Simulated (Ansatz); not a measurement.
Zr3TiC4: stable or not

The structure comes from a generated guess, relaxed at this level; another structure or a mixture of phases may lie lower.

Level of theory: DFT PBE, scalar-relativistic, plane waves, PAW (Ansatz 0.2.0). Cutoff 420 eV, Γ-centred 8×8×8 mesh (8-atom cell), Gaussian smearing of 0.10 eV, no spin polarisation.

```cif
data_structure
_symmetry_space_group_name_H-M 'Pm-3m'
_symmetry_Int_Tables_number 221
_cell_length_a 4.6313
_cell_length_b 4.6313
_cell_length_c 4.6313
_cell_angle_alpha 90.000
_cell_angle_beta 90.000
_cell_angle_gamma 90.000
_cell_volume 99.34
loop_
_atom_site_label
_atom_site_type_symbol
_atom_site_symmetry_multiplicity
_atom_site_Wyckoff_symbol
_atom_site_fract_x
_atom_site_fract_y
_atom_site_fract_z
_atom_site_occupancy
Zr1 Zr 3 c 0.50000 0.00000 0.50000 1
Ti1 Ti 1 a 0.00000 0.00000 0.00000 1
C1 C 1 b 0.50000 0.50000 0.50000 1
C2 C 3 d 0.00000 0.50000 0.00000 1
```

Energies over the elements count from the elements' standard structures at the same level, with no fitted energy shifts.

Task: These tests were run: energy against the elements; phonons on a 2×2×2 q mesh. What do they show?

Result:

| test | result |
| --- | --- |
| energy against the elements | −0.79 eV/atom |
| phonons on a 2×2×2 q mesh | no imaginary mode on the mesh |

It fails none of these tests. Whether a mixture of other phases lies lower isn't tested here.

The reference form of C is held partly by dispersion forces, which this level lacks. The run for the phonons used an 8×8×8 k mesh and Fermi–Dirac smearing of 0.15 eV.
